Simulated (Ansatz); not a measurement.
# Random displacements in W

These are results of Ansatz, DFT PBEsol, scalar-relativistic, plane waves, PAW, not measurements. The runs took a 420 eV cutoff, a Γ-centred 10×10×10 mesh and Gaussian smearing (0.15 eV). Spin–orbit coupling is left out, which can shift energies with elements as heavy as these. No spin polarisation. Energies are free energies at this smearing, counted from the undisturbed cell; pressure is positive in compression.

Reference structure (as given, not relaxed at this level):

```yaml
crystal:
  lattice:
    - [3.19460, 3.19460, -3.19460]
    - [-3.19460, -3.19460, -3.19460]
    - [-3.19460, 3.19460, 3.19460]
  atoms:
    - { symbol: W, position: [0.00000, 0.50000, 0.00000] }
    - { symbol: W, position: [0.50000, 0.50000, 0.00000] }
    - { symbol: W, position: [0.00000, 0.50000, 0.50000] }
    - { symbol: W, position: [0.50000, 0.50000, 0.50000] }
    - { symbol: W, position: [0.00000, 0.00000, 0.00000] }
    - { symbol: W, position: [0.50000, 0.00000, 0.00000] }
    - { symbol: W, position: [0.00000, 0.00000, 0.50000] }
    - { symbol: W, position: [0.50000, 0.00000, 0.50000] }
```

The atoms are displaced (Å, in the unstrained cell):

```tsv
atom	ux	uy	uz
W1	0.071	0.110	0.107
W2	0.060	-0.325	-0.051
W3	0.014	0.191	-0.081
W4	-0.093	-0.097	0.200
W5	0.065	0.081	-0.212
W6	0.012	-0.354	0.063
W7	-0.067	0.376	0.050
W8	-0.063	0.018	-0.075
```

Strain (Voigt, engineering shear): (-0.0333, 0.0264, -0.0064, -0.0028, 0.0361, 0.0448).

Problem. What are the energy change, the stress and the forces?

Solution. ΔE = 900.6 meV/atom; stress (xx, yy, zz, yz, xz, xy; compression positive) (29.67, 30.32, 17.50, 1.21, -6.73, -5.56) GPa.
| atom | Fx (eV/Å) | Fy | Fz |
| --- | --- | --- | --- |
| W1 | -2.44 | -2.06 | -0.84 |
| W2 | -4.17 | 7.01 | -0.81 |
| W3 | 0.77 | -5.13 | 4.27 |
| W4 | 3.16 | 0.99 | -6.05 |
| W5 | -3.86 | -0.27 | 7.59 |
| W6 | -0.42 | 8.97 | -2.97 |
| W7 | 4.04 | -9.15 | -0.20 |
| W8 | 2.92 | -0.36 | -0.99 |

Cost: 1 run of about 6.5 core-minutes, on Arm Neoverse V1 (shared hosts).